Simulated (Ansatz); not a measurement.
Start of a relaxation of BeZn2TeS2:

```
Be Zn Te S
1.0
     4.46466    0.00000    0.00000
     0.00000    4.46466    0.00000
     0.00000    0.00000    6.30163
Be Zn Te S
1 2 1 2
Cartesian
  0.0000 0.0000 0.0000
  2.2323 2.2323 0.0000
  0.0000 0.0000 3.1508
  2.2323 2.2323 3.1508
  2.2323 0.0000 4.7776
  0.0000 2.2323 1.5241
```

Theory: DFT PBE, scalar-relativistic, plane waves, PAW (Ansatz). Cutoff 420 eV, Gaussian smearing, Γ-centred meshes. Cell and atoms relax first on a coarse mesh and then on a finer one. In between, the cell is made exact in the group found at 0.06 Å. In metals the finer mesh still leaves noise of several meV/atom or more. The steps can't lower the symmetry of their start. No spin polarisation.

A guess keeps its type if space group and coordination stay and the shape of the cell changes little (axis ratios within about 15 %, angles within 6°); the volume may change.

Question: Does it keep its structure type, or change into something else?

Answer: It doesn't keep its type. The symmetry stays P-4m2 (No. 115). The volume per atom grows by 35.6 %, from 20.9 to 28.4 Å³. The shortest distance goes from 2.70 Å (Be–S and Zn–S) to 2.30 Å (Be–S and Zn–S). The ratio c/a of the conventional cell changes by a factor of 2.17. Counting neighbours within 15 % of an atom's shortest distance, the start has Be 4, S 8, Te 10, Zn 4/10 and the end Be 4, S 4, Te 4, Zn 4. In detail, at the end Be has 4 S at 2.30 Å and 4 Zn at 2.70 Å; around Zn on its first site lie 4 S at 2.30 Å and 4 Be at 2.70 Å; Te has 4 Zn at 2.70 Å; around S lie 2 Be at 2.30 Å and 2 Zn at 2.30 Å; 1 more site not described.

```
Be Zn Te S
1.0
     3.81672    0.00000    0.00000
     0.00000    3.81672    0.00000
     0.00000    0.00000   11.69675
Be Zn Te S
1 2 1 2
Direct
  0.00000 0.00000 0.00000
  0.50000 0.50000 0.00000
  0.00000 0.00000 0.50000
  0.50000 0.50000 0.50000
  0.50000 0.00000 0.89058
  0.00000 0.50000 0.10942
```

The last run used a 10×10×4 mesh (in the run's order of axes) for its 6-atom cell and Gaussian smearing of 0.10 eV. No dispersion correction is applied, so the spacing and binding between layers, chains or molecules are poorly described. These runs have no spin–orbit coupling, which can matter for Te. A structure relaxed within its symmetry needn't be a true minimum.

In counts of neighbours, a slash parts the counts of unlike sites.
